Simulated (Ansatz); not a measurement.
# GdP (rocksalt structure)

Method: PBEsol, scalar-relativistic; collinear spin; PAW, 420 eV, 10×10×10 k-mesh, Gaussian smearing of 0.05 eV; code Ansatz; PAW files: Ansatz's generated set soft_2.

```
Gd P
1.0
     0.00000    2.82677    2.82677
     2.82677    0.00000    2.82677
     2.82677    2.82677    0.00000
Gd P
1 1
Direct
  0.50000 0.50000 0.50000
  0.00000 0.00000 0.00000
```

The cell was built from a prototype; rock salt is the usual structure of such lanthanide and actinide compounds.

Magnetic state: ferromagnetic, site spin moments Gd 6.93; P -0.07 μB.

Question: Which orbitals carry the states at the Fermi level, and how many states are there?

Answer: Within 0.1 eV of it: Gd 5d 49 %, P 3p 44 % (shares among the projected shells). The density of states at the Fermi level is about 0.19 states/eV per cell, averaged over 0.3 eV.

Density of states (tetrahedra, averaged over 0.4 eV; states/eV per cell of 2 atoms; energy in eV from the Fermi level):

```tsv
E (eV)	DOS
-4.45	0.0
-4.05	13.0
-3.65	5.2
-3.25	1.3
-2.85	1.4
-2.45	0.9
-2.05	2.8
-1.65	4.0
-1.25	2.0
-0.85	1.2
-0.45	0.4
-0.05	0.2
0.35	0.3
0.75	0.9
1.15	12.0
1.55	5.2
1.95	1.0
2.35	1.1
2.75	1.2
3.15	1.4
3.55	1.6
3.95	2.0
4.35	2.4
4.75	2.4
5.15	2.7
```

Formal charges Gd³⁺, P³⁻ leave Gd³⁺ with an open 4f⁷ shell. The run still finds no gap: within 0.1 eV of the Fermi level the projected states are 49 % Gd 5d, 44 % P 3p.

Hund's first rule gives Gd³⁺ with 7 f electrons 7 unpaired spins, a spin moment of 7 μB; the run has 6.93 μB on Gd (atomic spheres) and 7.11 f electrons on orthogonalised orbitals. The moment is close to the ion's, so in this run the shell is localised and nearly fully polarised.

Without a U the 4f levels of Gd lie too near the Fermi level, so their share of the states there, and what hangs on it, is overstated. For elements this heavy, spin–orbit coupling would shift levels and gaps; it isn't included here. Site moments are of spin, integrated over atomic spheres. Only parallel moments were tried, so the real magnetic order may be another.
